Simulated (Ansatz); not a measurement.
TaAl:
```
TaAl
1.0
    0.00000     2.61528     2.61528
    2.61528     0.00000     2.61528
    2.61528     2.61528     0.00000
Ta Al
1 1
Cartesian
  0.00000   0.00000   0.00000
  2.61528   2.61528   2.61528
```

Relaxed with PBEsol. Special points in fractions of this cell's reciprocal vectors: Γ (0.000, 0.000, 0.000); X (0.500, 0.000, 0.500); U (0.625, 0.250, 0.625); K (0.375, 0.375, 0.750); L (0.500, 0.500, 0.500); W (0.500, 0.250, 0.750).

Task: List the band energies nearest the Fermi level at these points for the program Ansatz at the PBEsol level (PAW).

Result: In eV from the Fermi level; about four levels below and three above (degenerate sets whole), none deeper than 8.9 eV; … stands for higher levels left out; points with the same levels are listed once.

```json
[
 {"k": "Γ", "below": "-0.59 -0.59 -0.59", "above": "0.14 0.14 …"},
 {"k": "X", "below": "-5.82 -2.58 -2.37", "above": "1.28 1.93 1.93"},
 {"k": "U", "below": "-5.13 -3.21 -2.49 -0.56", "above": "0.42 2.27 3.59"},
 {"k": "L", "below": "-5.31 -4.51 -1.74 -1.74", "above": "2.13 2.13 2.86"},
 {"k": "W", "below": "-4.94 -2.58 -2.58 -2.03", "above": "1.76 2.81 2.82 2.82"}
]
```

Space group Fm-3m (rock salt). The start of the workflow was typed in or built on a structure type; neither database checked (COD, Materials Project) lists it. Its standing as an ambient phase is unchecked. The PBEsol relaxation kept the symmetry of its start. At this level the phase is mechanically unstable. No spin polarisation was allowed. Its formation energy is positive at this level, so the cell may be metastable or incomplete. Scalar-relativistic: spin–orbit coupling is off unless named, which matters more the heavier the elements.

Potentials: the later of the program's two PAW sets.
